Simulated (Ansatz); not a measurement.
Problem. Top zone-centre frequency (without the LO–TO term) from LDA minus that from PBE (% of the latter), each on its own relaxed cell (Ansatz, an electronic-structure program, plane waves, PAW; no spin–orbit coupling, no Hubbard U), over 24 phases of the class «halides»: what sign and size do you expect?

Solution. Mean 30 %, median 29 %, mean absolute 30 %; eight in ten lie between 15 and 44 %, and 100 % are above zero.

Some cases that may be named, with their rank among the 24 from the lowest: PbF2, fluorite 10 % (rank 1); CdF2, fluorite 12 % (rank 2); KCl, rock salt 29 % (rank 12); RbCl, rock salt 30 % (rank 13); CsPbCl3, cubic perovskite 47 % (rank 23); CsPbBr3, cubic perovskite 50 % (rank 24).

The phases are those computed here (of each formula those with measured values and the lowest at some level), not a balanced benchmark, and neither functional is the truth. Pairs that end in unlike spin orders or unlike minima (c/a over 6 % apart, 30 % for weakly bound crystals), magnets with 4f shells, solids of gases and phases set aside for tests are left out, and so are metals.

Not the usual ambient phase: CsPbCl3, cubic perovskite; CsPbBr3, cubic perovskite. Unstable at this level: CsPbCl3, cubic perovskite with LDA. All cells were relaxed under the symmetry of their starts (and spin orders); stability against distortions was not tested throughout. Spin–orbit coupling is left out wherever it is not named.

Potentials: the later of the program's two PAW sets.

Ansatz is a plane-wave DFT program.
